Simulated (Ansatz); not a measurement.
Starting structure of a cell relaxation (symmetry kept):

```cif
data_structure
_symmetry_space_group_name_H-M 'Cmcm'
_symmetry_Int_Tables_number 63
_cell_length_a 3.2697
_cell_length_b 16.4742
_cell_length_c 5.1616
_cell_angle_alpha 90.000
_cell_angle_beta 90.000
_cell_angle_gamma 90.000
_cell_volume 278.03
loop_
_atom_site_label
_atom_site_type_symbol
_atom_site_symmetry_multiplicity
_atom_site_Wyckoff_symbol
_atom_site_fract_x
_atom_site_fract_y
_atom_site_fract_z
_atom_site_occupancy
Mg1 Mg 4 c 0.00000 0.88956 0.25000 1
Mg2 Mg 4 c 0.50000 0.72479 0.25000 1
Sc1 Sc 4 c 0.00000 0.55731 0.25000 1
```

Level of theory: Ansatz 0.2.0, DFT r2SCAN, scalar-relativistic, plane waves, PAW.

Settings: cutoff 500 eV, Γ-centred mesh 12×12×8 on the computed 6-atom cell, Gaussian smearing of 0.10 eV; no spin polarisation.

Q: What does it relax to?

A: The volume rises by 0.04 Å³/atom to 23.21 Å³/atom, and the energy falls by 0.2 meV/atom. Final structure:
```cif
data_structure
_symmetry_space_group_name_H-M 'Cmcm'
_symmetry_Int_Tables_number 63
_cell_length_a 3.2844
_cell_length_b 16.3996
_cell_length_c 5.1715
_cell_angle_alpha 90.000
_cell_angle_beta 90.000
_cell_angle_gamma 90.000
_cell_volume 278.55
loop_
_atom_site_label
_atom_site_type_symbol
_atom_site_symmetry_multiplicity
_atom_site_Wyckoff_symbol
_atom_site_fract_x
_atom_site_fract_y
_atom_site_fract_z
_atom_site_occupancy
Mg1 Mg 4 c 0.00000 0.89082 0.25000 1
Mg2 Mg 4 c 0.50000 0.72626 0.25000 1
Sc1 Sc 4 c 0.00000 0.55834 0.25000 1
```

Course of the relaxation (steps run on the plane waves of an earlier cell, and the basis is chosen afresh near the end, so energy and pressure can step there; trial steps that raised the energy were taken back; energies are free energies):

```csv
step,E − E_final (meV/atom),largest force component (eV/Å),P (GPa),V (Å³/atom)
1,0.2,0.029,0.08,23.17
2,0.1,0.008,0.00,23.21
3,0.1,0.004,-0.02,23.23
4,0.0,0.009,0.13,23.15
5,0.0,0.004,-0.01,23.21
6,0.0,0.004,-0.01,23.21
```